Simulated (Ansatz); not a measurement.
**Structure relaxation, MoS₂**

The start is a generated cell, MoS2 placed in the anatase structure type. The cell and all atomic positions are relaxed at zero pressure with PBE (plane waves to 420 eV, PAW, scalar-relativistic; Ansatz, a quantum-chemistry and plane-wave program). The first steps use a coarse 7×7×7 k-mesh.

The start:
```
MoS2
1.0
   -2.40233     2.40233     6.03852
    2.40233    -2.40233     6.03852
    2.40233     2.40233    -6.03852
Mo S
2 4
Direct
  0.50000   0.50000   0.00000
  0.25000   0.75000   0.50000
  0.29190   0.29190   0.00000
  0.04190   0.54190   0.50000
  0.45810   0.95810   0.50000
  0.70810   0.70810   0.00000
```

```yaml
initial_pressure: "-8 GPa (negative: the cell is under tension)"
largest_initial_force: about 0.6 eV/Å, on S3, S4, S5, S6 (atoms numbered as listed)
outcome: The space group stays I4₁/amd (No. 141) (the run could not lower it); the end is anatase type, with 6 atoms in the primitive cell
volume_change: -24.7 %, from 23.23 to 17.50 Å³/atom
band_gap_at_the_end: zero (metallic)
optimiser_moves: 15
```

It ends as:

Space group I4₁/amd, origin choice 1 (No. 141); a = 4.778 Å, b = 4.778 Å, c = 9.198 Å, α = 90.00°, β = 90.00°, γ = 90.00°

```csv
atom,site,symmetry,x,y,z
Mo,4b,-4m2,0.0000,0.0000,0.5000
S,8e,2mm.,0.0000,0.0000,0.2334
```
(The calculation used a cell of 6 atoms; values per cell refer to that cell.)

Final values are on a 14×14×14 k-mesh of the relaxed cell. No spin polarisation in the result.

The run could not lose the symmetry of its start, so the end can be a saddle point.

The relaxed structure here is a generated cell of MoS2: the first start was made by placing the elements on the sites of a structure type, and the end was not matched to a known phase here, so it may be hypothetical. Known forms of MoS2 include space group No. 160, 194.
